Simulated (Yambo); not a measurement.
SrO (rock salt, space group Fm-3m, No. 225), G0W0@LDA in Yambo (6×6×6 mesh, plasmon pole; 10 Ry block, no terminator). The number N of bands in W and G is varied.

| N | x = 1/N | gap Γ → X (eV) | shift of the valence edge (eV) |
|---|---|---|---|
| 27 | 0.03704 | 5.089 | -0.387 |
| 40 | 0.02500 | 5.023 | -0.559 |
| 59 | 0.01695 | 5.037 | -0.724 |
| 77 | 0.01299 | ? | ? |

Task: Basis-set arguments suggest E = E∞ + A x. Fix A and E∞ from the two rows above the withheld one, predict the row at 77 bands, and test the form.

Result: Gap: A = (5.037 − (5.023))/(0.01695 − 0.02500) = -1.74, E∞ = 5.066 eV, so 5.044 eV is predicted; the run gave 5.072 eV (miss 28 meV). The first two rows have slope 5.48, so the form doesn't hold yet over the whole range. Shift: A = (-0.724 − (-0.559))/(0.01695 − 0.02500) = 20.5, E∞ = -1.071 eV, so -0.805 eV is predicted; the run gave -0.829 eV (miss 24 meV). The first two rows have slope 14.3, so the form doesn't hold yet over the whole range. The other settings are held fixed.

Geometry relaxed with LDA; primitive cell a = 3.579 Å, b = 3.579 Å, c = 3.579 Å, α = 60.00°, β = 60.00°, γ = 60.00°.

A shift is the quasiparticle energy of the state minus its LDA energy.
